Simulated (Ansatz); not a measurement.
CuPd:
```
CuPd
1.0
    1.34140     0.77446     4.20673
   -1.34140     0.77446     4.20673
    0.00000    -1.54891     4.20673
Cu Pd
1 1
Direct
  0.00000   0.00000   0.00000
  0.50000   0.50000   0.50000
```

Relaxed with PBEsol. Special points in fractions of this cell's reciprocal vectors: Γ (0.000, 0.000, 0.000); T (0.500, 0.500, 0.500); H2 (0.811, 0.189, 0.500); H0 (0.500, -0.189, 0.189); L (0.500, 0.000, 0.000); S0 (0.345, -0.345, 0.000); S2 (0.655, 0.000, 0.345); F (0.500, 0.000, 0.500).

Q: List the band energies nearest the Fermi level at these points for PBEsol in the plane-wave PAW code Ansatz.

A: In eV from the Fermi level; about four levels below and three above (degenerate sets whole), none deeper than 8.9 eV; … stands for higher levels left out; points with the same levels are listed once.

| k | below | above |
|---|---|---|
| Γ | -1.55 -1.55 -0.43 -0.43 | 0.47 … |
| T | -1.69 -1.69 -1.07 -1.07 | … |
| H2 | -1.68 -1.60 -1.01 -0.54 | 4.07 5.15 … |
| L | -2.36 -1.92 -1.73 -1.19 | 0.15 1.60 3.23 |
| S0 | -1.72 -1.50 -1.07 -0.60 | 4.15 4.98 … |
| F | -0.89 -0.47 -0.21 -0.13 | 0.18 2.62 … |

Space group R-3m. The workflow started from a Materials Project entry (that database holds measured and hypothetical structures alike); the Crystallography Open Database copy checked does not list it. COD files the formula under space group No. 221. With Cu and Pd taken as one species the cell has the higher symmetry Fm-3m, so it may be an ordered model of a mixed-site phase. Whether it is the stable phase at ambient conditions was not checked. The cell was relaxed with PBEsol under the symmetry of its start; its stability against distortions is not shown here. No spin polarisation was allowed. Spin–orbit coupling is left out wherever it is not named.

Potentials: the later of the program's two PAW sets.
